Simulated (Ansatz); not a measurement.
Question: MoPd (L1₀ or tetragonal B2, space group No. 123) is relaxed with plane-wave PAW PBEsol (Ansatz code). What lattice parameters of the conventional cell result?

Answer: a = 2.683 Å, c = 4.086 Å.

Space group P4/mmm (L1₀ or tetragonal B2). The start of the workflow was typed in or built on a structure type; neither database checked (COD, Materials Project) lists it. Whether it is the stable phase at ambient conditions was not checked. The PBEsol relaxation kept the symmetry of its start; whether a distortion lowers the energy is not shown. The run is not spin-polarised. Axis ratios of metals converge slowly with the k-mesh, so a and c are less sure than the volume.

Potentials: the later of the program's two PAW sets.
